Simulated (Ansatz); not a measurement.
CoMo (rock salt, Fm-3m), a = b = c = 4.799 Å, α = β = γ = 90.00°; the cell used has 2 atoms.

Relaxed with PBEsol.

Task: Decompose the optical modes at the zone centre into irreducible representations, and say which are infrared and Raman allowed.

Result: Point group m-3m: Γ_opt = T1u. Infrared: T1u. Raman: none.

Task: Assign frequencies (DFPT, DFT-PBEsol in the program Ansatz with PAW potentials).

Result: T1u 139 cm⁻¹.

The start of the workflow was typed in or built on a structure type; neither database checked (COD, Materials Project) lists it. Its standing as an ambient phase is unchecked. The PBEsol relaxation kept the symmetry of its start. At this level the phase is mechanically unstable. The workflow began spin-polarised and lost its moments. Its formation energy is positive at this level, so the cell may be metastable or incomplete. As this level gives no gap, phonon frequencies hold no LO–TO term and depend on the k-mesh and smearing (Fermi–Dirac, 0.1 eV here).

Potentials: the later of the program's two PAW sets.
